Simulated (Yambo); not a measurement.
## How GW settings move the gap: LiBaF3

G0W0@PBEsol for LiBaF₃ (cubic perovskite, space group Pm-3m, No. 221) in Yambo. Reference settings: 4×4×4 Γ-centred k mesh, bands 3 to 146 and a 6 Ry block in the screening, 146 bands in G with the Bruneval-Gonze terminator, plasmon pole fitted at 27.2 eV. The PBEsol gap Γ → Γ on this mesh is 6.56 eV; G0W0 gaps are taken between the same points.

| change from the reference | G0W0 gap Γ → Γ (eV) | shift of the valence edge (eV) |
|---|---|---|
| reference settings | 9.89 | -2.07 |
| 3 Ry block | 10.16 | -2.34 |
| 5 Ry block | 9.94 | -2.11 |
| 98 bands in G, no terminator | 9.90 | -1.68 |

The reference isn't shown to be the converged limit.

The cell is held in this high symmetry; tilts and polar distortions were not searched.

Geometry of the Materials Project entry, not relaxed at this level; primitive cell a = b = c = 3.9886 Å, α = β = γ = 90.00°.

The structure is a Materials Project entry; no match was found in the copy of COD used, and its stability was not checked.

A shift is the quasiparticle energy of the state minus its PBEsol energy.
